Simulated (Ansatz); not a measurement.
CdO (rock salt), conventional cell a = b = c = 4.7683 Å, α = β = γ = 90.00°. The calculation uses the primitive cell of 2 atoms, to which meshes and values per cell refer.

Two coordinates are scanned: the volume, and the ratio of the stretch along z (the conventional c axis) to the stretch across it. Atoms keep their fractional coordinates.

Level of theory: PBE (plane waves to 420 eV, PAW, scalar-relativistic; Ansatz, a quantum-chemistry and plane-wave program). k mesh 12×12×12 (Γ-centred), Fermi-Dirac smearing 0.05 eV. Stress and pressure are positive under compression. With partly filled bands, the response to shear is sensitive to the k mesh, so small differences along c/a are uncertain. CdO was relaxed with its symmetry unable to fall. The PAW data are Ansatz's earlier set. 

```
σzz (GPa)             V/V₀ = 0.960  V/V₀ = 0.973  V/V₀ = 0.987  V/V₀ = 1.000  V/V₀ = 1.013  V/V₀ = 1.027  V/V₀ = 1.040
--------------------  ------------  ------------  ------------  ------------  ------------  ------------  ------------
(c/a)/(c/a)₀ = 0.920           ___          11.5           8.9           6.5           4.3           2.3           0.4
(c/a)/(c/a)₀ = 0.947           ___           8.2           5.9           3.8           1.8           0.0          -1.7
(c/a)/(c/a)₀ = 0.973           7.9           5.7           3.6           1.6          -0.1          -1.8          -3.3
(c/a)/(c/a)₀ = 1.000           5.7           3.6           1.7           0.0          -1.6          -3.1          -4.5
(c/a)/(c/a)₀ = 1.027           3.9           2.0           0.3          -1.3          -2.7          -4.1          -5.3
(c/a)/(c/a)₀ = 1.053           2.5           0.8          -0.7          -2.2          -3.5          -4.7          -5.9
(c/a)/(c/a)₀ = 1.080           1.4          -0.1          -1.6          -2.9          -4.1          -5.2           ___
```

Problem. Some entries are withheld; supply them.

Solution. 
- (c/a)/(c/a)₀ = 0.920, V/V₀ = 0.960: 14.2
- (c/a)/(c/a)₀ = 0.947, V/V₀ = 0.960: 10.7
- (c/a)/(c/a)₀ = 1.080, V/V₀ = 1.040: -6.2

(A scan under strain: stresses follow from slopes of the energy per volume, elastic moduli from its curvatures.)
